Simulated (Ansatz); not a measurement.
Simulated powder pattern, Mo Kα, λ = 0.71073 Å (kinematic, ideal powder, no thermal factors, no anomalous dispersion; the 30 strongest lines at most, above 1 %, up to 2θ = 45°):

```
2θ (°)  d (Å)  I/Imax (%)
------  -----  ----------
8.71    4.679          47
12.33   3.308          13
15.12   2.701         100
17.48   2.339         1.4
19.56   2.092          37
21.44   1.910          21
23.19   1.768          11
24.81   1.654         8.4
26.34   1.560          37
27.80   1.480         3.1
29.18   1.411         4.5
30.51   1.351          12
31.79   1.298          11
34.22   1.208          26
35.37   1.170         3.0
36.50   1.135         9.2
37.60   1.103         6.9
38.67   1.073         4.0
39.71   1.046         1.4
40.74   1.021         7.7
41.74   0.997         1.9
42.72   0.976         5.3
44.64   0.936         2.8
```

The pattern belongs to a structure relaxed with PBE+D3(BJ) in the plane-wave PAW code Ansatz.

Problem. Which of these materials gives this?
(A) Ge2Sb2Te5, P-3m1 (Pearson symbol hP9)
(B) HfTe2, R-3m (Hf on 3a, Te on 6c)
(C) Sb, I-43m (Sb on 8c)
(D) ReTe2, R-3m (Re on 3a, Te on 6c)

Solution. C, Sb, I-43m (Sb on 8c)

Problem. Give the lattice parameters.

Solution. a = 6.617 Å.

The start of the workflow was typed in or built on a structure type; neither database checked (COD, Materials Project) lists it. It is not the phase usual at ambient conditions (space group No. 166). Symmetry was held in the PBE+D3(BJ) relaxation; whether a distortion lowers the energy is not shown. Spin–orbit coupling is left out wherever it is not named.

Potentials: the earlier of the program's two PAW sets.
